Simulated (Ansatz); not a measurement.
CeO₂:
```
CELL_PARAMETERS angstrom
      5.07639     0.00000     0.00000
      0.00000     5.07639     0.00000
      0.00000     0.00000     3.60295
ATOMIC_POSITIONS crystal
  Ce 0.50000 0.50000 0.50000
  Ce 0.00000 0.00000 0.00000
  O  0.81296 0.18704 0.50000
  O  0.18704 0.81296 0.50000
  O  0.31296 0.31296 0.00000
  O  0.68704 0.68704 0.00000
```

The program Ansatz at the PBEsol level (PAW) gives a gap of 2.12 eV without spin–orbit coupling, maximum at Γ, minimum at M.

Task: What happens when spin–orbit coupling is switched on?

Result: The gap decreases by 0.07 eV, to 2.05 eV; maximum at Γ, minimum at M.

Task: Give the hole effective mass with spin–orbit coupling.

Result: 1.2, 2.2, 2.2 mₑ (principal values).

Space group P4_2/mnm (rutile). The first step of the workflow began from a Materials Project structure, measured or hypothetical; the Crystallography Open Database copy checked does not list it. It is not the phase usual at ambient conditions (space group No. 225). Symmetry was held in the PBEsol relaxation; whether a distortion lowers the energy is not shown. No spin polarisation was allowed. The 4f shell is in the valence. No Hubbard U is applied.

Potentials: the later of the program's two PAW sets.
